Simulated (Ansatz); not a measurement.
Given:

TiO₂:
Space group I4₁/amd, origin choice 1 (No. 141); a = 3.7394 Å, b = 3.7394 Å, c = 9.4548 Å, α = 90.00°, β = 90.00°, γ = 90.00°

| atom | site | symmetry | x | y | z |
|---|---|---|---|---|---|
| Ti | 4a | -4m2 | 0.0000 | 0.0000 | 0.0000 |
| O | 8e | 2mm. | 0.0000 | 0.0000 | 0.2080 |
(The calculation used a cell of 6 atoms; values per cell refer to that cell.)

This is the LDA-relaxed structure.

Problem. All from DFT-LDA in the program Ansatz with PAW potentials, unless another level is named. Give the hole effective mass.

Solution. 0.87, 1.7, 2.2 mₑ (principal values).

Problem. Next, the electron effective mass?

Solution. 0.37, 0.37, 3.7 mₑ (principal values).

Problem. Predict the valence-band maximum.

Solution. on the Γ–X line, 88 % of the way from Γ.

Problem. And the weight of the conduction-edge state by species (Voronoi cells)?

Solution. Ti 82 %, O 18 %.

Problem. What about the conduction-band minimum?

Solution. at Γ.

Space group I4_1/amd (anatase). The LDA relaxation kept the symmetry of its start; of distortions, only those at the zone centre were tested. No spin polarisation was allowed.

Potentials: the later of the program's two PAW sets.

Edges and masses are those of Kohn–Sham bands, whose gap is no quasiparticle gap.
